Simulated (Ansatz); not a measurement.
Ansatz input

```yaml
crystal:
  lattice:
    - [0.0, 2.7630753525, 2.7630753525]
    - [2.7630753525, 0.0, 2.7630753525]
    - [2.7630753525, 2.7630753525, 0.0]
  atoms:
    - { symbol: Ir, position: [0.125, 0.125, 0.125], spin: 1.0 }
    - { symbol: Ir, position: [0.875, 0.875, 0.875], spin: 1.0 }
hamiltonian:
  xc: mr2scan
  pseudopotentials:
    kind: paw
    azcp:
      Ir: "pseudopotentials/Ir.paw.azcp"
basis:
  ecutwfc: 500
  fft_grid_basis: typed
kpoints:
  mp_grid: { grid: [16, 16, 16], shift: [0, 0, 0] }
magnetization:
  spin_polarized: true
scf:
  occupations: { method: fermi_dirac, width: 0.05 }
```

and its output:

```
Engine: ansatz 0.2.0, aarch64-unknown-linux-gnu
Pseudopotentials: kind: paw
Pseudopotential: Ir, paw, valence charge 17, recommended cutoff 500 eV (meta_gga) 
Functional definition: m-r2SCAN
  exchange = m_r2scan_x
  correlation = m_r2scan_c
Crystal: 2 atoms, lattice volume = 42.190 Å³
Basis set: ecut = 500 eV, 1067 PW (Γ), exchange–correlation on 120×120×120 points (64 copies of the dense FFT grid, shifted against one another)
Bands: 22, of which v1, the nominal top of the filled ones, is band 17 counted from 1 (16 counted from 0)
Symmetry: 48 space group operations
Space group: Fd-3m (ITA 227), of the structure as read, at distance tolerance 3.5e-5 Å
Magnetic group: BNS 227.128 (UNI 1630), of the structure as read, at distance tolerance 3.5e-5 Å
k-points: 145 of 4096
Non-local potential: Ir, projectors of the file, l = 0: 3, l = 1: 2, l = 2: 2, l = 3: 1
PAW form: soft (Blöchl's): semilocal exchange-correlation on the pseudo side does not see the compensation charge
PAW frozen core: Ir, regenerated for the run's functional (the file was generated under x = pbe(κ = 0.804, μ = 0.2195149727645171), c = pbe(β = 0.06672455060314922))
PAW one-centre angular grid: Ir, 590 points (default); XC on 160 Gauss nodes
Initial density: superposition of atomic densities (chi_scale 0.1, normalization cell)
Starting moments: Σ|m| = 2 μB on 2 of 2 sites
Initial wavefunctions: pseudopotential atomic-orbital guess
Functional: x = mr2scan, c = mr2scan; τ floored in thin density (d = 2e-4 eV/Å³)
iter 1 solved again at ethr=1.19e-3 eV; its pass at ethr=3.10e-3 eV (dr2=4.04e-1 eV) is discarded
SCF iter   1: F=—  HF=-23894.532842 eV  |F-HF|=—  |Δ(HF+E_count)|=         —  Δρ=3.28e-2 (↑3.28e-2 ↓2.81e-2)  dr2=4.42e-1  dr2_τ=3.88e-2  dr2_m=1.71e-1  M=0.893 μB ∫|m|=0.894 μB  β_m=0.54  ethr=1.19e-3  ⟨swp⟩=2.2  Hψ=39918  notcnv=0
Mixer restart at iter 1: flushing history
spin=Collinear: Kerker preconditioning applied to the charge; magnetization (m = ρ↑ − ρ↓) channel mixes plain (no charge-response kernel on spin).
SCF iter   2: F=—  HF=-23894.623645 eV  |F-HF|=—  |Δ(HF+E_count)|=   9.08e-2  Δρ=2.00e-2 (↑2.00e-2 ↓1.95e-2)  dr2=2.41e-1  dr2_τ=6.57e-3  dr2_m=5.27e-2  M=0.789 μB ∫|m|=0.790 μB  β_m=1.00  ethr=1.19e-3  ⟨swp⟩=2.5  Hψ=10988  notcnv=0  defer=17  κ⁻¹=1.0e0(r=1)
SCF iter   3: F=—  HF=-23895.414610 eV  |F-HF|=—  |Δ(HF+E_count)|=         —  Δρ=1.95e-2 (↑1.95e-2 ↓1.81e-2)  dr2=1.06e-1  dr2_τ=2.19e-2  dr2_m=1.01e-1  M=0.012 μB ∫|m|=0.029 μB  β_m=0.31  ethr=7.08e-4  ⟨swp⟩=2.0  Hψ=9718  notcnv=0  defer=36
Mixer restart at iter 3: flushing history
SCF iter   4: F=—  HF=-23895.405361 eV  |F-HF|=—  |Δ(HF+E_count)|=   9.25e-3  Δρ=1.31e-2 (↑1.31e-2 ↓1.30e-2)  dr2=7.72e-2  dr2_τ=1.26e-3  dr2_m=4.34e-2  M=0.044 μB ∫|m|=0.046 μB  β_m=0.43  ethr=3.12e-4  ⟨swp⟩=1.0  Hψ=6385  notcnv=0  defer=40  κ⁻¹=1.0e0(r=1)
...
SCF iter  14: F=—  HF=-23895.434449 eV  |F-HF|=—  |Δ(HF+E_count)|=   3.37e-8  Δρ=2.53e-6 (↑2.03e-6 ↓2.53e-6)  dr2=3.58e-9  dr2_τ=6.55e-10  dr2_m=1.84e-10  M=0.000 μB ∫|m|=0.000 μB  β_m=0.48  ethr=4.60e-11  ⟨swp⟩=2.0  Hψ=10104  notcnv=0  defer=40  κ⁻¹=2.9e-7(r=8)
SCF iter  15: F=—  HF=-23895.434449 eV  |F-HF|=—  |Δ(HF+E_count)|=   2.08e-9  Δρ=1.28e-6 (↑1.13e-6 ↓1.28e-6)  dr2=9.04e-10  dr2_τ=6.66e-11  dr2_m=7.76e-11  M=0.000 μB ∫|m|=0.000 μB  β_m=0.31  ethr=1.05e-11  ⟨swp⟩=1.0  Hψ=16456  notcnv=0  κ⁻¹=1.0e-6(r=8)
SCF iter  16: F=—  HF=-23895.434449 eV  |F-HF|=—  |Δ(HF+E_count)|=  5.86e-10  Δρ=8.51e-7 (↑7.41e-7 ↓8.51e-7)  dr2=3.72e-10  dr2_τ=2.93e-11  dr2_m=1.04e-10  M=0.000 μB ∫|m|=0.000 μB  β_m=0.30  ethr=2.66e-12  ⟨swp⟩=2.0  Hψ=12467  notcnv=0  κ⁻¹=9.9e-8(r=8)
SCF iter  17: F=-23895.434449 eV  HF=-23895.434449 eV  |F-HF|=4.73e-11  |Δ(HF+E_count)|=  6.66e-10  Δρ=1.55e-7 (↑1.40e-7 ↓1.55e-7)  dr2=1.57e-11  dr2_τ=1.50e-12  dr2_m=1.11e-12  M=0.000 μB ∫|m|=0.000 μB  ethr=1.09e-12  ⟨swp⟩=2.5  Hψ=12773  notcnv=0
SCF 1 converged in 17 iterations: F = -23895.434449 eV  dr2 = 1.57e-11
WARN: the starting moments were not kept: the SCF closed with an absolute magnetisation of 1.1e-6 μB, where they sum to 2 μB in size (2 sites). That is at most 0.1 of that sum. Measured as dr2_m measures the in/out step, that magnetisation stands 2.4e-13 eV from none, at or under the dr2_threshold of 1.0e-7 eV: it is no larger than a step whose dr2_m would equal this threshold. The system may hold no moment; this SCF shows only that its start led to no more than that. To try another start: raise the starting moments (crystal.atoms[].spin, magnetization.per_species, magnetization.initial_magnetization, or on a non-collinear deck that types none of these the spinor_matrix: blocks that start its atoms; where the total moment is fixed, keep their sum and leave initial_magnetization as it is; typed ones take the place of any that the run laid by itself, positive ones on a crystal's lanthanoids without a Hubbard term where scf.initial_density.shell_occupations: [] is typed) or, if the notice of its spin-set hold's release reads "site moments contracting" or "site moments show no strong build", lengthen the hold (scf.mixing.spin_hold: { on: { confirm: 4 } }; for m-r²SCAN on two components see the key's manual first). Each may lead to a state that holds a moment. A second SCF, from the converged charge density, with the starting moments and any scf.initial_density.shell_occupations laid on it anew, would have followed, and was not run: the deck does not ask for one (magnetization.retry_lost_moments is false, the default). To let it run, set magnetization.retry_lost_moments: true and run the deck again, where that key's refused combinations let it; where memory then withholds it, that run's warning says so.
this state was not tested for a lower state beside it, because the mixer in use, unlike msr1, does not test its closes by its own steps (another_mixer; see scf.mixing.algorithm and scf.lower_state_search)
SCF converged after 17 iterations
Magnetization: 0.0000 μB (17.0000 up, 17.0000 down)
Absolute magnetization: 0.0000 μB (∫|ρ↑−ρ↓|, with the PAW one-centre terms)
Spin contamination: 0.0000 ħ² per cell (⟨S²⟩ above its minimum at these occupations)
Per-site moments (μB) at R_I (Å): [(3.9446003344748715e-7, 0.9870685472322024), (3.9446003358727845e-7, 0.9870685472322024)]
Free energy (F): -23895.434449 eV
Harris-Foulkes:  -23895.434449 eV  (|F-HF|=4.73e-11)
Internal energy: -23895.419156 eV  (E = F + TS)
E sigma→0 (E₀):  -23895.426803 eV
Entropy (-TS):   -0.015293 eV (-7.647 meV/atom)
Fermi energy:    15.661394 eV
--- Per-component energies (eV) ---
  E_band       = -536.729236
  E_kinetic    = 1240.197557
  E_local      = -3617.841757  (includes V_loc(G=0)·N_el)
  E_nonlocal   = 151.360480
  E_hartree    = 1395.133843
  E_xc         = -506.963729
  E_vxc        = -661.303904  (∫ρ·V_xc dr)
  E_paw        = -18500.114460  (= ΣΔE_a)
  E_vpaw       = -480.651631  (= ΣTr[D̂ρ^β])
  E_aug_tail   = -0.000032  (compensation charges beyond the density's cutoff)
  E_vtau       = 41.242208  (kinetic-family band-sum trace: ∫τ·v_τ [+ j·A + Jᵃ·Aᵃ] dr)
  E_ewald      = -4056.557272
  E_core_change = -0.633787  (= ΣΔE_core)
  E_smearing   = -0.015293  (= −TS)
  E_closure    = 0.000000  (closes the sum)
  Σ components = -23895.434449   (vs F -23895.434449, Δ=0.00e0)
```
